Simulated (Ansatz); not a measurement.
Sr, DFT, LDA, PAW with Ansatz's default frozen-core files, scalar-relativistic (Ansatz 0.2.0), run on 1 thread of Arm Neoverse V2 on a shared host.

The cell is COD entry 1540836, as deposited and not checked against the literature; nothing was relaxed. The listed cell was then made from it by scaling, straining or moving an atom.

Command: `ansatz run input.yaml --threads 1 --pin off --max-ram 3072MiB --backend cpu --events-out ev --progress --plain --runs-dir out`

```yaml
crystal:
  lattice:
    - [4.3531002229, 0.0, 0.0]
    - [-2.1765501115, 3.7698953782, 0.0]
    - [0.0, 0.0, 7.05]
  atoms:
    - { symbol: Sr, position: [0.3333333333, 0.6666666667, 0.25] }
    - { symbol: Sr, position: [0.6666666667, 0.3333333333, 0.75] }
kpoints:
  mp_grid: { grid: [10, 10, 5] }
scf:
  occupations: { method: fermi_dirac, width: 0.08 }
hamiltonian:
  xc: lda
  pseudopotentials: { kind: paw }
output:
  forces: true
  stress: true
  eigenvalues: true
  efg: { contact_densities: true }
```

Problem. How large is the problem that the program sets up?

Solution. 42 irreducible k-points, 2297 plane waves at Γ, 14 bands.

Problem. Estimate the wall time and the peak memory.

Solution. 4.4 s of wall time for 6 SCF iterations, with a peak of 0.35 GiB. Times on shared machines scatter by tens of per cent.

Problem. And the same cell and mesh by crystal-made all-electron datasets, asked for forces, stress, eigenvalues, efg, on the same hardware?

Solution. 6.5 s, peak memory 0.36 GiB.
